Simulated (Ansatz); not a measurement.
An Ansatz (a quantum-chemistry and plane-wave program) run. Input:

Ansatz 0.2 input:
```yaml
crystal:
  lattice:
    - [2.8488942021, 0.0, 0.0]
    - [0.0, 2.8488942021, 0.0]
    - [0.0, 0.0, 4.8565322287]
  atoms:
    - { symbol: Ta, position: [0.0, 0.0, 0.0] }
    - { symbol: Zr, position: [0.5, 0.5, 0.5] }
kpoints:
  mp_grid: { grid: [14, 14, 9] }
hamiltonian:
  xc: pbesol
  pseudopotentials: { kind: paw }
scf:
  occupations: { method: fermi_dirac, width: 0.1 }
phonons:
  method: dfpt
  response_accuracy: low
  eigenvectors: true
  rigid_motions: translations
```

Output (shortened):

```
zone centre: on kpoints.mp_grid the ground state, and the responses unless they are solved on pairs of k-points, stand on 320 of the mesh's 1764 k-points, …
Pseudopotentials: kind: paw
Pseudopotential: Ta, paw, valence charge 13
Pseudopotential: Zr, paw, valence charge 12
Functional definition: PBEsol
Crystal: 2 atoms, lattice volume = 39.417 Å³
Basis set: ecut = 420 eV, 789 PW (Γ), exchange–correlation on 40×40×72 points (8 copies of the dense FFT grid, shifted against one another)
Bands: 17, of which v1, the nominal top of the filled ones, is band 13 counted from 1 (12 counted from 0)
Symmetry: 16 space group operations
k-points: 320 of 1764 (irreducible under 8 space group operations)
PAW frozen core: Ta, regenerated for the run's functional, and the local potential with it
PAW frozen core: Zr, regenerated for the run's functional, and the local potential with it
Initial wavefunctions: pseudopotential atomic-orbital guess
Eigensolver: davidson
Functional: x = pbesol(κ = 0.804, μ = 0.12345679012345678), c = pbesol(β = 0.046)
SCF iter   1: F=—  HF=-13934.769633 eV  |F-HF|=—  |Δ(HF+E_count)|=         —  Δρ=5.77e-3  dr2=2.45e-2  ethr=1.77e-3  ⟨swp⟩=5.0  Hψ=23844  notcnv=0
all-band conjugate gradients solve this SCF's bands
preconditioner: auto → none
SCF iter   2: F=—  HF=-13934.768813 eV  |F-HF|=—  |Δ(HF+E_count)|=   8.20e-4  Δρ=4.00e-3  dr2=1.56e-2  ethr=9.80e-5  ⟨swp⟩=1.0  Hψ=8000  notcnv=0
SCF iter   3: F=—  HF=-13934.767198 eV  |F-HF|=—  |Δ(HF+E_count)|=   1.61e-3  Δρ=9.11e-4  dr2=2.05e-4  ethr=6.25e-5  ⟨swp⟩=1.6  Hψ=5816  notcnv=0
SCF iter   4: F=—  HF=-13934.767165 eV  |F-HF|=—  |Δ(HF+E_count)|=   3.28e-5  Δρ=2.56e-4  dr2=6.75e-5  ethr=8.19e-7  ⟨swp⟩=2.1  Hψ=8334  notcnv=0
SCF iter   5: F=—  HF=-13934.767158 eV  |F-HF|=—  |Δ(HF+E_count)|=   7.68e-6  Δρ=9.78e-5  dr2=6.12e-6  ethr=2.70e-7  ⟨swp⟩=1.1  Hψ=5462  notcnv=0
SCF iter   6: F=—  HF=-13934.767157 eV  |F-HF|=—  |Δ(HF+E_count)|=   6.98e-7  Δρ=3.39e-5  dr2=9.39e-7  ethr=2.45e-8  ⟨swp⟩=2.1  Hψ=6826  notcnv=0
SCF iter   7: F=—  HF=-13934.767157 eV  |F-HF|=—  |Δ(HF+E_count)|=   5.49e-8  Δρ=9.52e-6  dr2=3.10e-8  ethr=3.76e-9  ⟨swp⟩=1.4  Hψ=5693  notcnv=0
SCF iter   8: F=—  HF=-13934.767157 eV  |F-HF|=—  |Δ(HF+E_count)|=   4.82e-9  Δρ=9.38e-7  dr2=7.68e-10  ethr=1.24e-10  ⟨swp⟩=2.8  Hψ=9514  notcnv=0
SCF iter  10: F=-13934.767157 eV  HF=-13934.767157 eV  |F-HF|=3.64e-12  |Δ(HF+E_count)|=  7.28e-12  Δρ=2.01e-8  dr2=1.16e-13  ethr=1.00e-12  ⟨swp⟩=5.0  Hψ=20265  notcnv=0
SCF 1 converged in 10 iterations: F = -13934.767157 eV  dr2 = 1.16e-13
DFPT response loops at Γ: preconditioner auto → Kerker (q_TF=auto, 2.529 Å⁻¹) (partly filled bands, converged f_vac=0.000) …
SCF converged after 10 iterations
Free energy (F): -13934.767157 eV
Harris-Foulkes:  -13934.767157 eV  (|F-HF|=3.64e-12)
Internal energy: -13934.670684 eV  (E = F + TS)
E sigma→0 (E₀):  -13934.718920 eV
Entropy (-TS):   -0.096473 eV (-48.237 meV/atom)
Fermi energy:    16.677094 eV
--- Per-component energies (eV) ---
  E_band       = -191.319036
  E_kinetic    = 701.145427
  E_local      = -1161.885021  (includes V_loc(G=0)·N_el)
  E_nonlocal   = 99.951647
  E_hartree    = 380.478460
  E_xc         = -377.783828
  E_vxc        = -394.661473  (∫ρ·V_xc dr)
  E_paw        = -11172.744517  (= ΣΔE_a)
  E_vpaw       = -196.826695  (= ΣTr[D̂ρ^β])
  E_aug_tail   = 0.000156  (compensation charges beyond the density's cutoff)
  E_ewald      = -2404.212376
  E_core_change = 0.379367  (= ΣΔE_core)
  E_smearing   = -0.096473  (= −TS)
  E_closure    = 0.000000  (closes the sum)
  Σ components = -13934.767157   (vs F -13934.767157, Δ=0.00e0)
  [band-id]    e_kinetic+e_local+e_nonlocal+2·e_hartree+e_vxc+e_vpaw+e_augmentation_tail = -191.319038   (vs E_band -191.319036, Δ=-1.70e-6)
--- Band table (eV; the first three rows and the last of 320) ---
  k-point 0: bands = ["-50.6982", "-31.4695", "-17.2674", "-16.8080", "-16.8080", "-9.4974", "-8.8631", "-8.8631", "9.7760", "12.9814", "14.0460", "16.1715", "18.2490", "18.4066", "18.5694", "18.5694", "21.9155"]
  k-point 1: bands = ["-50.6982", "-31.4697", "-17.2649", "-16.8079", "-16.8079", "-9.5049", "-8.8634", "-8.8634", "9.8925", "13.0057", "14.0923", "16.0918", "17.9538", "18.2536", "18.6553", "18.6553", "21.9364"]
  k-point 2: bands = ["-50.6982", "-31.4701", "-17.2587", "-16.8077", "-16.8077", "-9.5238", "-8.8644", "-8.8644", "10.2232", "13.0444", "14.2267", "15.8747", "17.2997", "17.8398", "18.9089", "18.9089", "21.9939"]
  k-point 319: bands = ["-50.5923", "-31.1095", "-17.5335", "-17.5335", "-17.0610", "-10.0905", "-10.0905", "-9.1757", "13.6477", "13.7786", "15.6720", "15.6720", "16.6145", "16.6145", "18.2241", "19.4951", "24.3650"]
  band table: 17 of 17 bands, residual norms ≤ 1.0e-3 eV
--- Phonons (Γ-DFPT): 4 representative perturbations + reference, on 320 of 1764 k-points (Σ response iterations 8) ---
  k mesh reduced under 8 symmetry operations, with k and −k counted as one. Each operation leaves every solved displacement unchanged or reverses it
  ASR residual: 9.736e-4 → 0.000e0 eV/Å²; symmetrization residual: 1.985e-4 eV/Å²
  ASR residual per site (eV/Å²): 9.74e-4 7.72e-4
  Γ frequencies (cm⁻¹): 0.00 0.00 0.00 93.67 108.25 108.25
  non-analytic LO–TO correction: not included (Born effective charges unavailable; polar crystals: no LO–TO splitting at Γ)
```

Cost: around 29 core-seconds (rough) on shared cores.

Space group P4/mmm (L1₀ or tetragonal B2). The start of the workflow was typed in or built on a structure type; neither database checked (COD, Materials Project) lists it. Whether it is the stable phase at ambient conditions was not checked. Symmetry was held in the PBEsol relaxation. At this level the phase is mechanically unstable. No spin polarisation was allowed. Its formation energy is positive at this level, so the cell may be metastable or incomplete. As this level gives no gap, phonon frequencies hold no LO–TO term and depend on the k-mesh and smearing (Fermi–Dirac, 0.1 eV here). Axis ratios of metals converge slowly with the k-mesh, so a and c are less sure than the volume. Scalar-relativistic: spin–orbit coupling is off unless named, which matters more the heavier the elements.

Potentials: the later of the program's two PAW sets.

Ansatz is a plane-wave DFT program.
